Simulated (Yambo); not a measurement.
Quantum ESPRESSO input (LDA, PseudoDojo standard norm-conserving files, scalar-relativistic) whose wavefunctions are converted with p2y:

```
&CONTROL
  calculation = 'nscf'
  pseudo_dir = './pseudo'
  outdir = './out'
/
&SYSTEM
  ibrav = 0
  nat = 2
  ntyp = 2
  ecutwfc = 70.0
  ecutrho = 280.0
  occupations = 'fixed'
  force_symmorphic = .true.
  nbnd = 117
/
&ELECTRONS
  conv_thr = 2e-09
  diago_full_acc = .true.
  diago_thr_init = 1e-08
/
ATOMIC_SPECIES
P 30.9738 P.upf
In 114.8180 In.upf
CELL_PARAMETERS angstrom
  0.000000000000   2.911298065000   2.911298065000
  2.911298065000   0.000000000000   2.911298065000
  2.911298065000   2.911298065000   0.000000000000
ATOMIC_POSITIONS crystal
P   0.750000000000   0.750000000000   0.750000000000
In   0.000000000000   0.000000000000   0.000000000000
K_POINTS automatic
2 2 2 0 0 0
```

Yambo's initialisation report on symmetry, reciprocal space, the k grid and the gaps on this mesh:

```
  [02.02] Symmetries
  ==================

  Inversion symmetry    : yes
  Spatial inversion     : no
  Inversion index       :  25
  K-space Time-reversal : yes
  Magnetic symmetries   : no
  Time-reversal derived K-space symmetries:   25   48
  Group table correct   : yes
  Symmetries units      :  [cc]

  [02.03] Reciprocal space
  ========================

  nG shells         :  289
  nG charge         :  26301
  nG WFs            :   3907
  nC WFs            :   3306
  G-vecs. in first 28 shells:  [ Number ]
     1    9   15   27   51   59   65   89  113
    137   169   181   229   259   283   307   331   339
    387   411   459   531   537   561   609   645   701
    725
  ...
  Shell energy in first 28 shells:  [ mHa ]
    0.00000      489.125      652.167      1304.33      1793.46      1956.50      2608.67      3097.79      3260.83
    3913.00      4402.13      5217.33      5706.46      5869.50      6521.67      7010.79      7173.83      7826.00
    8315.13      8478.17      9130.33      9619.46      10434.7      10923.8      11086.8      11739.0      12228.1
    12391.2
  ...

  [02.04] K-grid lattice
  ======================

  Compatible Grid is   : 3D
  Base K vectors       :  K_min[ 1 ]  K_min[ 2 ]  K_min[ 3 ]
  K_min[ 1 ] :  0.500000  0.500000  0.500000 [rlu]
  K_min[ 2 ] : -0.500000  0.000000  0.000000 [rlu]
  K_min[ 3 ] :  0.000000 -0.500000  0.000000 [rlu]
  Grid dimensions      :  2  2  2
  K lattice UC volume  :  0.093103 [a.u.]

  IBZ K-points                                      :  3
  BZ  K-points                                      :   8

  K/Q-points units:
  rlu = crystal or reduced units; cc = cartesian coordinates; iku = interal k-units

  K [1]          [rlu]:  0.000000  0.000000  0.000000
         WF components:   3287
  K [2]          [rlu]:  0.000000  0.000000 -0.500000
         WF components:   3274
  K [3]          [rlu]:  0.000000 -0.500000 -0.500000
         WF components:   3306

  [02.05] Energies & Occupations
  ==============================

  [X] === General ===
  [X] Electronic Temperature                        :  0.000000  0.000000 [eV K]
  [X] Bosonic    Temperature                        :  0.000000  0.000000 [eV K]
  [X] Finite Temperature mode                       : no
  [X] El. density                                   :  0.36474E+24 [cm-3]
  [X] Fermi Level                                   :  7.139119 [eV]

  [X] === Gaps and Widths ===
  [X] Conduction Band Min                           :  0.594166 [eV]
  [X] Valence Band Max                              :  0.000000 [eV]
  [X] Filled Bands                                  :   9
  [X] Empty Bands                                   :   10  117
  [X] Direct Gap                                    :  0.594166 [eV]
  [X] Direct Gap localized at k                     :  1
  [X] Indirect Gap                                  :  0.594166 [eV]
  [X] Indirect Gap between kpts                     :  1  1
  [X] Last valence band width                       :  2.423372 [eV]
  [X] 1st conduction band width                     :  0.979038 [eV]
```
The gaps are LDA values on this mesh alone; only operations without fractional translations are kept.

Spin-orbit coupling is not included.

Geometry relaxed with LDA.
